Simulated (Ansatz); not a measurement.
Data:

TaN (rock salt)

```
CELL_PARAMETERS angstrom
      0.00000     4.41610     4.41610
      2.20805     0.00000     2.20805
      2.20805     2.20805     0.00000
ATOMIC_POSITIONS crystal
  N  0.00000 0.00000 0.00000
  N  0.50000 0.00000 0.00000
  Ta 0.25000 0.50000 0.50000
  Ta 0.75000 0.50000 0.50000
```

A phonon eigenvector at L = (0.5, 0.0, 0.0) is frozen into this cell: atom i moves by Q times the vector below, so Q is the largest atomic displacement, in Å. The cell is held. (q is in reciprocal vectors of the primitive cell; the cell shown is doubled to hold the pattern.)

```csv
atom,x,y,z
N1,0.577,-0.577,-0.577
N2,-0.577,0.577,0.577
```

Atoms not listed stay in place.

Computed with PBE (plane waves to 420 eV, PAW, scalar-relativistic; Ansatz, a quantum-chemistry and plane-wave program). k mesh 9×18×18 (Γ-centred), Fermi-Dirac smearing 0.05 eV. The energy includes the smearing's −TS. With partly filled bands, energies and forces of such displacements shift with the k mesh and the smearing. Spin-orbit coupling is left out, though Ta is heavy. TaN is run without spin polarisation. TaN was relaxed with its symmetry unable to fall. The PAW data are Ansatz's earlier set. This is a high-temperature form of TaN. ΔE is measured from the undisplaced structure.

The scan covers Q from -0.100 to 0.100 Å in 13 points.

Task: Is this a single well or a double well?

Result: A single well with its minimum at or next to zero displacement.

Task: Which space group does the distorted structure have?

Result: R-3m (No. 166), lowered from Fm-3m.

Task: What is the energy change at Q = 0.100 Å?

Result: 125 meV/cell.

Task: What harmonic wavenumber does the curvature at Q = 0 give?

Result: 492 cm⁻¹.

(A displaced cell: forces are minus the slopes of the energy, force constants its curvatures, and phonons follow from these.)
